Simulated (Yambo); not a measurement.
Yambo run on CaTiO3 (space group I4/mcm, No. 140). The wavefunctions are LDA (pw.x of Quantum ESPRESSO, ONCV potentials, no spin-orbit coupling) ones on a 4×4×4 mesh (40 occupied bands); a = 5.4411 Å, b = 5.4411 Å, c = 5.4411 Å, α = 120.85°, β = 120.85°, γ = 88.54°.

Yambo input:

```
rim_cut
gw0
dyson
el_el_corr
HF_and_locXC
cohsex
em1s
RandQpts= 1000000
RandGvec= 1 Ry
EXXRLvcs= 84 Ry
VXCRLvcs= 336 Ry
Chimod= "HARTREE"
% BndsRnXs
 3 | 141 |
%
NGsBlkXs= 6 Ry
% LongDrXs
 1.0 | 1.0 | 1.0 |
%
ExtendOut
% QPkrange
 2 | 2 | 40 | 41 |
%
```

k points by index: 2 = (0, 0, 0.25).

The o-*.qp file then holds:

```
#    K-point    Band    Eo [eV]    E [eV]    E-Eo [eV]    Vxc [eV]    Vnlxc [eV]    Sc|Eo [eV]    Re(Z)    Im(Z)
#
    2    40    0.000000    -1.632010    -1.632010    -19.74427    -24.76059    3.384317    1.000000    0.000000
    2    41    2.296711    2.762280    0.465569    -19.36096    -11.83104    -7.064347    1.000000    0.000000
```
(The two width columns are left out.) Convergence of these settings isn't established.

Geometry of the Materials Project entry, not relaxed at this level.

This is not the ordinary phase of the substance.
